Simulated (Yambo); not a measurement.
G0W0@PBEsol for CaCd2P2 (space group P-3m1, No. 164) in Yambo. Reference settings: 3×3×2 Γ-centred k mesh, bands 10 to 217 and a 8 Ry block in the screening, 217 bands in G with the Bruneval-Gonze terminator, plasmon pole fitted at 27.2 eV. The PBEsol gap Γ → Γ on this mesh is 0.75 eV; G0W0 gaps are taken between the same points.

The settings were changed. The gap went from 1.45 eV to 1.45 eV, and the shift of the valence edge from -0.60 eV to -0.54 eV.

**Question.** Name the change that produced these shifts.
A) 3×3×1 mesh
B) 86 bands in G
C) 86 bands in W, 86 bands in G
D) 86 bands in G, no terminator

**Answer.** B, 86 bands in G. The others gave (gap, valence shift): 3×3×1 mesh: 1.36, -0.52 eV; 86 bands in G, no terminator: 1.37, -0.10 eV; 86 bands in W, 86 bands in G: 1.49, -0.31 eV.

Spin-orbit coupling is not included.

Geometry of the Materials Project entry, not relaxed at this level; primitive cell a = b = 4.292 Å, c = 7.055 Å, α = β = 90.00°, γ = 120.00°.

A shift is the quasiparticle energy of the state minus its PBEsol energy.
